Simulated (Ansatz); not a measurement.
In plane-wave PAW LDA (Ansatz code), Ge₂Sb₂Te₅ in the trigonal phase (P-3m1; Pearson symbol hP9) relaxes to a = 4.198 Å, c = 16.647 Å. Ge has 6 nearest neighbours from 2.93 Å (octahedral); Sb has 6 nearest neighbours from 2.97 Å (octahedral); Te on 1a has 6 nearest neighbours from 2.95 Å (octahedral); Te on 2d has 6 nearest neighbours from 2.93 Å (octahedral). Its formation energy from the elements is -0.10 eV/atom, with no fitted shifts.

Electronic character: no gap, with almost no states at the Fermi level (zero-gap or semimetallic).

The relaxed-ion elastic constants in GPa are C11 = 96.0, C12 = 21.1, C13 = 32.6, C14 = 20.8, C33 = 67.3, C44 = 46.3. The elastic constants imply a Debye temperature near 239 K. The highest mode at Γ lies at 21.0 meV.

Symmetry was held in the LDA relaxation; of distortions, only those at the zone centre were tested. A crystal of weakly bound layers computed without a dispersion correction: the cell and the soft elastic constants depend strongly on that. As this level gives no gap, shear constants depend on the k-mesh and smearing (Fermi–Dirac, 0.1 eV here). The references are the lowest solids computed at this level, not always the standard phases. Scalar-relativistic: spin–orbit coupling is off unless named, which matters more the heavier the elements.

Potentials: the earlier of the program's two PAW sets.
